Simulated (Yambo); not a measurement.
**CsBH4: sweep of GW parameters**

G0W0@PBEsol for CsBH$_{4}$ (space group F-43m, No. 216) in Yambo. Reference settings: 4×4×4 Γ-centred k mesh, 170 bands and a 8 Ry block in the screening, 170 bands in G with the Bruneval-Gonze terminator, plasmon pole fitted at 27.2 eV. The PBEsol gap W → X on this mesh is 5.56 eV; G0W0 gaps are taken between the same points.

```json
[
 {"change from the reference": "reference settings", "G0W0 gap W → X (eV)": "8.52", "shift of the valence edge (eV)": "-2.14"},
 {"change from the reference": "105 bands in W, 105 bands in G", "G0W0 gap W → X (eV)": "8.48", "shift of the valence edge (eV)": "-2.05"},
 {"change from the reference": "56 bands in G", "G0W0 gap W → X (eV)": "8.52", "shift of the valence edge (eV)": "-2.10"},
 {"change from the reference": "105 bands in G", "G0W0 gap W → X (eV)": "8.52", "shift of the valence edge (eV)": "-2.13"},
 {"change from the reference": "72 bands in W", "G0W0 gap W → X (eV)": "8.46", "shift of the valence edge (eV)": "-1.98"},
 {"change from the reference": "1 Ry block", "G0W0 gap W → X (eV)": "8.04", "shift of the valence edge (eV)": "-1.66"},
 {"change from the reference": "pole fitted at 15 eV", "G0W0 gap W → X (eV)": "8.46", "shift of the valence edge (eV)": "-2.05"},
 {"change from the reference": "56 bands in G, no terminator", "G0W0 gap W → X (eV)": "8.32", "shift of the valence edge (eV)": "-1.71"},
 {"change from the reference": "105 bands in G, no terminator", "G0W0 gap W → X (eV)": "8.43", "shift of the valence edge (eV)": "-1.96"}
]
```

The reference isn't shown to be the converged limit.

Geometry of the Materials Project entry, not relaxed at this level; primitive cell a = 5.184 Å, b = 5.184 Å, c = 5.184 Å, α = 60.00°, β = 60.00°, γ = 60.00°.

The structure is a Materials Project entry; no match was found in the copy of COD used, and its stability was not checked.

A shift is the quasiparticle energy of the state minus its PBEsol energy.
